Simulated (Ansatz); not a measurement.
## Cd (hcp)

Method: PBE, scalar-relativistic; no spin polarisation; PAW, 420 eV, Γ-centred 16×16×8 mesh, 0.05 eV Gaussian smearing; code Ansatz; PAW files: Ansatz's generated set soft_2.

```yaml
crystal:
  lattice:
    - [3.04328, 0.00000, 0.00000]
    - [-1.52164, 2.63556, 0.00000]
    - [0.00000, 0.00000, 5.65657]
  atoms:
    - { symbol: Cd, position: [0.33333, 0.66667, 0.75000] }
    - { symbol: Cd, position: [0.66667, 0.33333, 0.25000] }
```

The cell is relaxed to zero pressure at this level.

Path: Γ–M–K–Γ–A–L–H–A | L–M | H–K, with Γ = (0.000, 0.000, 0.000), M = (0.500, 0.000, 0.000), K = (0.333, 0.333, 0.000), A = (0.000, 0.000, 0.500), L = (0.500, 0.000, 0.500), H = (0.333, 0.333, 0.500) in reciprocal vectors of the calculation's cell.

Levels between -5 and 3 eV from the Fermi level at the path's named points:
| point | below E_F (eV) | above E_F (eV) |
| --- | --- | --- |
| Γ | -2.90 -2.77 |  |
| M | -2.24 -1.89 | 1.95 2.96 2.97 |
| K | -0.12 -0.12 | 0.37 |
| A |  |  |
| L | -1.42 -1.42 -0.08 -0.08 |  |
| H |  | 0.98 0.98 1.28 1.28 1.78 1.78 |

Question: By these bands, is it a metal or an insulator, and if it has a gap, where are the band edges on this path?

Answer: A metal: bands cross the Fermi level.
